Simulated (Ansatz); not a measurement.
AlSiCN:
```yaml
crystal:
  lattice:
    - [1.56754, 0.90502, 5.10420]
    - [-1.56754, 0.90502, 5.10420]
    - [0.00000, -1.81004, 5.10420]
  atoms:
    - { symbol: Al, position: [0.99474, 0.99474, 0.99474] }
    - { symbol: N, position: [0.12716, 0.12716, 0.12716] }
    - { symbol: Si, position: [0.50698, 0.50698, 0.50698] }
    - { symbol: C, position: [0.62116, 0.62116, 0.62116] }
```

Relaxed with PBE. Special points in fractions of this cell's reciprocal vectors: Γ (0.000, 0.000, 0.000); T (0.500, 0.500, 0.500); H2 (0.812, 0.188, 0.500); H0 (0.500, -0.188, 0.188); L (0.500, 0.000, 0.000); S0 (0.344, -0.344, 0.000); S2 (0.656, 0.000, 0.344); F (0.500, 0.000, 0.500).

### Question
List the band energies nearest the valence-band maximum at these points for the program Ansatz at the PBE level (PAW).

### Answer
In eV from the valence-band maximum; about four levels below and three above (degenerate sets whole), none deeper than 8.9 eV; points with the same levels are listed once.

```csv
k,below,above
Γ,-4.24 -4.24 -2.00 0.00 0.00,0.38 5.51 5.51
T,-4.23 -4.23 -0.12 -0.12,1.36 6.01 6.01
H2,-6.03 -4.09 -3.26 -3.06,2.95 3.55 5.43
L,-5.44 -5.34 -4.21 -1.32,1.52 3.78 6.36
S0,-6.07 -4.06 -3.51 -2.99,2.84 3.99 5.52
F,-5.51 -3.79 -2.42 -1.00,0.07 3.22 5.58
```

Space group R3m. The start of the workflow was typed in or built on a structure type; neither database checked (COD, Materials Project) lists it. Its standing as an ambient phase is unchecked. The cell was relaxed with PBE under the symmetry of its start; its stability against distortions is not shown here.

Potentials: the later of the program's two PAW sets.
